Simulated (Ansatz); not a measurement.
Below is a relaxed structure of Ta5AlN6. The cell was found from a structure generator's guess, not taken from experiment.

All numbers below come from DFT PBE, scalar-relativistic, plane waves, PAW in Ansatz 0.2.0. Cutoff 420 eV, Γ-centred mesh, Gaussian smearing, no spin polarisation.

```
Ta Al N
1.0
     5.33266    0.00000    0.00000
    -2.66633    4.61822    0.00000
     0.00000    0.00000    5.77371
Ta Al N
5 1 6
Direct
  0.00000 0.00000 0.00000
  0.33333 0.66667 0.25332
  0.33333 0.66667 0.74668
  0.66667 0.33333 0.25332
  0.66667 0.33333 0.74668
  0.00000 0.00000 0.50000
  0.50000 0.00000 0.00000
  0.50000 0.00000 0.50000
  0.50000 0.50000 0.00000
  0.50000 0.50000 0.50000
  0.00000 0.50000 0.00000
  0.00000 0.50000 0.50000
```

The zero of energy is the elements' standard structures at the same level (N₂ as a molecule); no fitted shifts are applied.

(1) What space group does it have?

(2) How far does it lie from the elements in energy?

(3) Is it a metal?

Answers

(1) P6/mmm (No. 191). Conventional cell: a = 5.333 Å, c = 5.774 Å. Around Ta on a site of symmetry 6/mmm lie 6 N at 2.67 Å and 2 Al at 2.89 Å; around Ta on a site of symmetry 3m lie 6 N at 2.10–2.12 Å and 5 Ta at 2.85–3.08 Å; around Al lie 6 N at 2.67 Å and 2 Ta at 2.89 Å; around N on its first site lie 4 Ta at 2.12 Å, 2 Ta at 2.67 Å and 4 N at 2.67 Å; 1 more site not described.

(2) −0.66 eV/atom.

(3) Yes, bands cross the Fermi level on the 12×12×8 mesh.

The last run used a 12×12×8 mesh (in the run's order of axes) for its 12-atom cell and Gaussian smearing of 0.10 eV. Spin–orbit coupling, which can matter for Ta, is left out. A structure relaxed within its symmetry needn't be a true minimum. Another cell of Ta5AlN6 relaxed alike, in Pmmm, lies 206 meV/atom lower, so this cell isn't the stable form at this level.
